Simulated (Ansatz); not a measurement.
BaTiO3 (tetragonal-perovskite type, space group P4mm)

```
BaTiO3
1.0
    3.95540     0.00000     0.00000
    0.00000     3.95540     0.00000
    0.00000     0.00000     4.04437
Ti Ba O
1 1 3
Cartesian
  1.97770   1.97770   1.80752
  0.00000   0.00000   3.76871
  1.97770   1.97770   3.64757
  1.97770   0.00000   1.66901
  0.00000   1.97770   1.66901
```

Scan: atom 4 (O, nearest neighbour Ti at 1.983 Å; its periodic images, 4.0 Å or more away, move with it) is displaced towards the nearest neighbour, direction (0.000, -0.998, 0.070) in Cartesian axes, by s. The other atoms stay.

All values below come from PBEsol (plane waves to 420 eV, PAW, scalar-relativistic; Ansatz, a first-principles code). k mesh 7×7×7 (Γ-centred), Fermi-Dirac smearing 0.05 eV. Energies are smeared free energies. Left out: 4 of 11 points, with atoms too close for the PAW data. BaTiO3 is run without spin polarisation. BaTiO3 was relaxed with its symmetry unable to fall. ΔE is measured from the undisplaced structure.

Task: What ΔE (meV/cell) does the calculation give at s (Å) = -0.240, -0.160, -0.080, 0.080, 0.160, 0.240?

Result: 
| s (Å) | ΔE (meV/cell) |
|---|---|
| -0.240 | 265.3 |
| -0.160 | 101.3 |
| -0.080 | 22.8 |
| 0.080 | 23.0 |
| 0.160 | 102.6 |
| 0.240 | 270.4 |

(For displaced atoms, the force is minus the slope of the energy, and its curvature is a force constant, which sets phonon frequencies.)
